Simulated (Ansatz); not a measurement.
SnS in space group Pnma (No. 62; Sn on 4c, S on 4c), DFT-PBE in the program Ansatz with PAW potentials, all energies at zero smearing, with the estimated change up to a 700 eV cutoff added, with one set of potentials and settings (totals compare only within such a set). Cell of 8 atoms (4 Sn, 4 S): -27709.063 eV.

| element | reference phase | E (eV/atom) |
|---|---|---|
| Sn | Fd-3m, 2 atoms in the cell | -6024.2887 |
| S | Fddd, 32 atoms in the cell | -902.0602 |

Formation energy per atom, worked out: (-27709.063 − 4×(-6024.2887) − 4×(-902.0602))/8 = -0.458 eV/atom (-44 kJ per mol of atoms), at 0 K, without zero-point energy or fitted corrections.

The cell was relaxed with PBE under the symmetry of its start. A crystal of weakly bound layers computed without a dispersion correction: the cell and the soft elastic constants depend strongly on that. The references are the lowest solids computed at this level, not always the standard phases. Spin–orbit coupling is left out wherever it is not named.

Potentials: the earlier of the program's two PAW sets.
